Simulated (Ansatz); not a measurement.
ZrO2 (baddeleyite type, space group P2_1/c): energy against volume

ZrO$_{2}$ (baddeleyite type, space group P2_1/c)

```xyz
12
Lattice="5.1893 0.0000 0.0000 0.0000 5.2418 0.0000 -0.9034 0.0000 5.3026" Properties=species:S:1:pos:R:3 pbc="T T T"
Zr     1.2409     0.2298     1.1144
Zr     3.4967     2.8507     1.5369
Zr     3.0450     5.0120     4.1882
Zr     0.7892     2.3911     3.7657
O      0.0203     1.7095     1.8571
O      4.7173     4.3304     0.7943
O      4.2656     3.5323     3.4456
O     -0.4314     0.9114     4.5084
O      1.9114     3.9667     2.5202
O      2.8261     1.3458     0.1311
O      2.3744     1.2751     2.7824
O      1.4597     3.8960     5.1715
```

This relaxed cell (volume V₀) is scaled evenly in all directions, its shape held. The atoms relax within the cell's symmetry.

Computed with PBE (plane waves to 420 eV, PAW, scalar-relativistic; Ansatz, a program for electronic structure). k mesh 5×5×5 (Γ-centred), Fermi-Dirac smearing 0.05 eV. Energies are smeared free energies. Stress and pressure are positive under compression. The relaxing atoms change the space group within the scan (C2/c at V/V₀ = 1.160), so nothing is fitted. The PAW data are Ansatz's earlier set. ZrO2 is run without spin polarisation. ZrO2 was relaxed with its symmetry unable to fall. ΔE is measured from the relaxed starting cell.

```
V (Å³/cell)  ΔE (meV/atom)  P (GPa)
-----------  -------------  -------
121.16               214.6     39.6
125.78               132.1     29.4
130.39                72.1     20.8
135.01                31.4     13.3
139.62                 7.7      6.5
144.24                 0.0      0.0
148.85                 6.9     -5.5
153.47                25.2     -9.4
158.08                49.8    -10.5
162.70                74.1     -9.8
167.32                96.9     -9.9
```

Key numbers:

| Quantity | Value |
|---|---|
| Pressure at the smallest volume | 39.6 GPa |
| Energy cost of the largest compression | 214.6 meV/atom |
| Energy cost of the largest expansion | 96.9 meV/atom |

(Under strain, the slope of the energy per volume gives the stress and its curvature an elastic modulus.)
